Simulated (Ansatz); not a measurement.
## How much do the gradients of Ba2MgC6N6O6 depend on the method?

Cell: a measured structure from the Crystallography Open Database (COD), its atoms then relaxed with PBE in this cell.

Space group R-3:H (No. 148); a = 6.9794, c = 16.9761 Å, γ = 120.00°.

| site | Wyckoff | site symmetry | x | y | z |
| --- | --- | --- | --- | --- | --- |
| Ba | 6c | 3. | 0.0000 | 0.0000 | 0.7843 |
| Mg | 3a | -3. | 0.0000 | 0.0000 | 0.0000 |
| C | 18f | 1 | 0.8449 | 0.0576 | 0.4106 |
| N | 18f | 1 | 0.7802 | 0.8390 | 0.4103 |
| O | 18f | 1 | 0.6899 | 0.1087 | 0.4117 |

One atom of each set is listed; the run and its k-mesh use a cell of 21 atoms with edges of 6.95, 6.95, 6.95 Å.

First run. All values are calculated (Ansatz; DFT, PBE, plane waves and PAW, scalar-relativistic, 420 eV cutoff, Γ-centred 4×4×4 k-points, Fermi–Dirac smearing 0.02 eV), not measured.

```
site  V_zz (10²¹ V/m²)     η
  Ba             11.23  0.00
  Mg             -0.59  0.00
   C              2.59  0.22
   N             -5.68  0.78
   O             12.11  0.94
```

Second run. The same atoms and settings, except that the functional is r2SCAN and the cutoff is 500 eV.

Question: What does the second run give?

Answer: 

```tsv
site	V_zz	η	change of V_zz
Ba	11.48	0.00	+0.25
Mg	-0.55	0.00	+0.04
C	3.02	0.18	+0.43
N	-5.80	0.81	-0.12
O	12.62	0.92	+0.51
```

The largest change of V_zz is on O, from 12.11 to 12.62. In per cent, |V_zz| changes by +2 on Ba, -6 on Mg, +16 on C, +2 on N, +4 on O (all sites that start above 0.5).

Without spin–orbit coupling (the program notes it for Ba) the gradients are little affected as a rule: paired runs on crystals with a gap mostly move them by under 2 % at such atoms.
For the second run: The largest force is 0.4 eV/Å, so the atoms aren't at the calculated equilibrium and relaxing them would move these values.
